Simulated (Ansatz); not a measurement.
PdSeO$_{4}$:
```xyz
12
Lattice="3.8925 3.2083 0.0000 -3.8925 3.2083 0.0000 -1.1677 0.0000 7.6031" Properties=species:S:1:pos:R:3 pbc="T T T"
Pd    -2.5301     1.6041     3.8016
Pd     1.9463     1.6041     0.0000
Se    -0.2919     0.4242     1.9008
Se    -0.8758     5.9924     5.7023
O      1.6124     3.6566     5.4060
O     -2.7801     2.7599     2.1971
O     -3.3640     3.6566     5.9986
O      2.1962     2.7599     1.6045
O     -0.6288     1.3835     3.2428
O     -0.5389     5.0331     4.3603
O      0.0449     1.3835     0.5587
O     -1.2126     5.0331     7.0444
```

x, y and z are the axes in which the lattice vectors are written.

Task: Give the high-frequency dielectric tensor and the Born effective charge tensors of the independent atoms from DFPT, plane-wave PAW PBEsol (Ansatz code).

Result: 
ε∞:
```
 4.64   0.00  -0.43
 0.00   4.33   0.00
-0.43   0.00   5.09
```
Z* of atom 1 (Pd), rows: field, columns: displacement, in e:
```
 1.75  -0.54   0.24
-0.71   0.95  -0.83
-0.44  -0.69   1.42
```
Z* of atom 3 (Se), rows: field, columns: displacement, in e:
```
 4.02   0.00  -1.79
 0.00   3.68   0.00
 1.32   0.00   4.45
```
Z* of atom 5 (O), rows: field, columns: displacement, in e:
```
-1.30   0.51  -0.06
 0.73  -1.32   0.62
-0.83   0.74  -1.41
```
Z* of atom 9 (O), rows: field, columns: displacement, in e:
```
-1.58   0.38   0.84
 0.40  -0.99  -0.57
 0.39  -0.42  -1.52
```

Space group C2/c. The workflow started from a Materials Project entry (that database holds measured and hypothetical structures alike); the Crystallography Open Database copy checked does not list it. Whether it is the stable phase at ambient conditions was not checked. Symmetry was held in the PBEsol relaxation; its stability against distortions is not shown here. No spin polarisation was allowed. Scalar-relativistic: spin–orbit coupling is off unless named, which matters more the heavier the elements.

Potentials: the later of the program's two PAW sets.
